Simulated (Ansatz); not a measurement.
Input and command of a plane-wave DFT calculation in Ansatz:

```yaml
crystal:
  lattice:
    - [0.0, 3.0105379328, 2.8901164154]
    - [3.0105379328, 0.0, 2.8901164154]
    - [3.0105379328, 3.0105379328, 0.0]
  atoms:
    - { symbol: Pb, position: [0.0, 0.0, 0.0] }
    - { symbol: F, position: [0.25, 0.25, 0.25] }
    - { symbol: F, position: [0.75, 0.75, 0.75] }
basis:
  ecutwfc: 500
kpoints:
  mp_grid: { grid: [8, 8, 8] }
hamiltonian:
  xc: r2scan
scf:
  occupations: { method: gaussian, width: 0.05 }
output:
  forces: true
  stress: true
  eigenvalues: true
```

```bash
ansatz run input.yaml --threads 1 --pin off --max-ram 2560MiB --backend cpu --events-out ev --progress --plain --runs-dir out
```

Processor: Arm Neoverse V1, 1 thread, on a host shared with other jobs.

Q: How long does it run, and how much memory does it take?

A: About 7.6 s on 1 thread of Arm Neoverse V1, on a shared host, peak memory 0.49 GiB. It solves 18 bands at 59 k points (the mesh reduced by symmetry) with about 1339 plane waves, in 7 SCF iterations.
